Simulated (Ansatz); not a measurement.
HfO₂:
```xyz
12
Lattice="5.2291 0.0000 0.0000 0.0000 5.0178 0.0000 0.0000 0.0000 5.0421" Properties=species:S:1:pos:R:3 pbc="T T T"
Hf     0.1720     1.3426     1.2218
Hf     5.0572     3.6753     3.7428
Hf     2.4426     1.3426     3.7428
Hf     2.7865     3.6753     1.2218
O      1.9244     0.3600     1.9154
O      3.3047     4.6578     4.4364
O      0.6902     0.3600     4.4364
O      4.5389     4.6578     1.9154
O      3.8384     2.3066     2.4747
O      1.3907     2.7113     4.9957
O      4.0053     2.3066     4.9957
O      1.2238     2.7113     2.4747
```

The program Ansatz at the PBEsol level (PAW) gives a gap of 4.34 eV without spin–orbit coupling, maximum on the Y–Γ line, 96 % of the way from Y, minimum off the standard path, at k = (0.266, -0.500, 0.354) in fractions of the reciprocal vectors.

**Question.** What happens when spin–orbit coupling is switched on?

**Answer.** The gap shrinks by 0.05 eV, to 4.29 eV; maximum on the Γ–X line, 2 % of the way from Γ, minimum off the standard path, at k = (0.255, 0.427, 0.365) in fractions of the reciprocal vectors.

Space group Pca2_1. The cell was relaxed with PBEsol under the symmetry of its start. The run is not spin-polarised.

Potentials: the earlier of the program's two PAW sets. The files were generated under PBE; for other functionals the program regenerates the frozen cores, and for LDA and PBEsol the local potential too.
